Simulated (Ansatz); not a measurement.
Ta (bcc (W type), Im-3m) under volume change, the program Ansatz at the PBE level (PAW), scaled uniformly.

```json
[
 {"V (Å³/atom)": "16.636", "E − E(relaxed) (meV/atom)": "106.1", "P (GPa)": "22.35"},
 {"V (Å³/atom)": "17.184", "E − E(relaxed) (meV/atom)": "44.7", "P (GPa)": "13.74"},
 {"V (Å³/atom)": "17.732", "E − E(relaxed) (meV/atom)": "…", "P (GPa)": "…"},
 {"V (Å³/atom)": "18.281", "E − E(relaxed) (meV/atom)": "0.0", "P (GPa)": "0.01"},
 {"V (Å³/atom)": "18.829", "E − E(relaxed) (meV/atom)": "9.5", "P (GPa)": "-5.42"},
 {"V (Å³/atom)": "19.378", "E − E(relaxed) (meV/atom)": "…", "P (GPa)": "…"},
 {"V (Å³/atom)": "19.926", "E − E(relaxed) (meV/atom)": "78.1", "P (GPa)": "-14.20"}
]
```

Question: Complete the blanks.

Answer: 
- 17.732, E − E(relaxed) (meV/atom): 10.6
- 17.732, P (GPa): 6.35
- 19.378, E − E(relaxed) (meV/atom): 36.3
- 19.378, P (GPa): -10.12

Question: What does a third-order Birch–Murnaghan fit give for V₀, B₀ and B′?

Answer: V₀ = 18.28 Å³/atom, B₀ = 196 GPa, B′ = 4.0.

The PBE relaxation kept the symmetry of its start. No spin polarisation was allowed. Scalar-relativistic: spin–orbit coupling is off unless named, which matters more the heavier the elements.

Potentials: the earlier of the program's two PAW sets.
